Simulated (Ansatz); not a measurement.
ScGa3 (Cu3Au type, Pm-3m) at seven volumes, DFT-PBEsol in the program Ansatz with PAW potentials, scaled uniformly. One row is withheld.

| V (Å³/atom) | P (GPa) |
|---|---|
| 15.096 | ? |
| 15.594 | 5.94 |
| 16.092 | 2.77 |
| 16.589 | 0.00 |
| 17.087 | -2.35 |
| 17.585 | -4.31 |
| 18.083 | -5.98 |

**Question.** Fit the shown pressures and predict the withheld one.

**Answer.** P = (3/2)B₀(x^(7/2) − x^(5/2))[1 + (3/4)(B′ − 4)(x − 1)] with x = (V₀/V)^(2/3). Least squares on the six rows gives V₀ = 16.589 Å³/atom, B₀ = 84.0 GPa, B′ = 4.40. At V = 15.096, x = 1.0649 and P = 9.75 GPa. The run itself gave 9.58 GPa.

The workflow started from an entry of the Crystallography Open Database (COD). Whether it is the stable phase at ambient conditions was not checked. The cell was relaxed with PBEsol under the symmetry of its start; of distortions, only those at the zone centre were tested. The run is not spin-polarised.

Potentials: the later of the program's two PAW sets.
